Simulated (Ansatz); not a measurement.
The elements of this relaxed trial crystal are hidden behind letters.

```
lattice vectors (Å)
   3.6448    2.1043    3.3662
  -3.6448    2.1043    3.3662
   0.0000   -4.2086    3.3662
fractional positions
X 0.2500 0.2500 0.2500
X 0.7500 0.7500 0.7500
X 0.6339 0.8661 0.2500
X 0.2500 0.6339 0.8661
X 0.8661 0.2500 0.6339
X 0.3661 0.1339 0.7500
X 0.7500 0.3661 0.1339
X 0.1339 0.7500 0.3661
Z 0.0000 0.0000 0.0000
Z 0.5000 0.5000 0.5000
```

These are results of DFT PBE, scalar-relativistic, plane waves, PAW in Ansatz 0.2.0, not measurements. The final run on the 10-atom cell used 420 eV, a Γ-centred 6×6×6 mesh, 0.10 eV smearing and collinear spin.

* Space group: R-3c (No. 167)
* Conventional cell: a = 7.290 Å, c = 10.099 Å
* Volume per atom: 15.49 Å³
* Density: 3.58 g/cm³
* Formation energy: −0.17 eV/atom
* Gap on the 6×6×6 mesh of the 10-atom cell: 0 eV (a metal)
* Net moment per atom: 0.00 μB

Energies are uncorrected and count from the elements' standard states at the same level.

Q: X is a p-block element of period 3 and Z is a d-block element of period 4. Which elements are they?

A: X = Al, Z = Co, so the formula is Al4Co. Density times volume gives a mean mass of 3.58 × 15.49/1.6605 = 33.4 u per atom, and this set has 33.4 u. Al on a site of symmetry 32 is surrounded by 2 Co at 2.52 Å and 9 Al at 2.80–2.82 Å; around Al on a site of symmetry 2 lie 2 Co at 2.42 Å and 7 Al at 2.80–2.82 Å; Co has 8 Al at 2.42–2.52 Å. Other sets within the hints have nearly the same mass, so mass alone doesn't settle it; this one was computed.

A later test with randomly moved atoms came back to the same energy, though modes that don't fit the test's cell weren't probed. Another cell of the same search, in P4/nmm, lies 57 meV/atom lower, so this cell isn't the stable form at this level.
